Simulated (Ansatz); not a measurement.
Relaxed-ion elastic tensor of BeRh (CsCl type, Pm-3m) in GPa (Voigt order), DFT-PBEsol in the program Ansatz with PAW potentials; density 8.91 g/cm³, 10.43 Å³ per atom.

```
409  138  138  0.0  0.0  0.0
138  409  138  0.0  0.0  0.0
138  138  409  0.0  0.0  0.0
0.0  0.0  0.0  106  0.0  0.0
0.0  0.0  0.0  0.0  106  0.0
0.0  0.0  0.0  0.0  0.0  106
```

### Question
Is the crystal mechanically stable?

### Answer
Yes: the smallest eigenvalue of C is 106 GPa.

### Question
Work out the Voigt, Reuss and Hill averages.

### Answer
K_V = 229, K_R = 229, K_H = 229; G_V = 118, G_R = 116, G_H = 117 GPa.

### Question
Give Young's modulus, Poisson's ratio, Pugh's ratio and the universal anisotropy index.

### Answer
E = 9KG/(3K + G) = 300 GPa; ν = 0.28; K/G = 1.96 (ductile by the Pugh limit of 1.75); A_U = 5G_V/G_R + K_V/K_R − 6 = 0.07.

### Question
Estimate the sound speeds and the Debye temperature.

### Answer
v_l = √((K + 4G/3)/ρ) = 6570 m/s, v_t = √(G/ρ) = 3620 m/s, mean 4040 m/s; Θ = (h/k)(3n/4πV)^(1/3) v_m = 550 K.

### Question
Give the Zener ratio and Young's modulus along [100], [110] and [111].

### Answer
A = 2C44/(C11 − C12) = 0.78; 1/E = S11 − 2(S11 − S12 − S44/2)Γ with Γ = 0, 1/4, 1/3 gives 339, 289, 275 GPa.

The workflow started from a Materials Project entry (that database holds measured and hypothetical structures alike); the Crystallography Open Database copy checked does not list it. With Be and Rh taken as one species the cell has the higher symmetry Im-3m, so it may be an ordered model of a mixed-site phase. Whether it is the stable phase at ambient conditions was not checked. Symmetry was held in the PBEsol relaxation; of distortions, only those at the zone centre were tested. The run is not spin-polarised. As this level gives no gap, shear constants depend on the k-mesh and smearing (Fermi–Dirac, 0.1 eV here).

Potentials: the later of the program's two PAW sets.
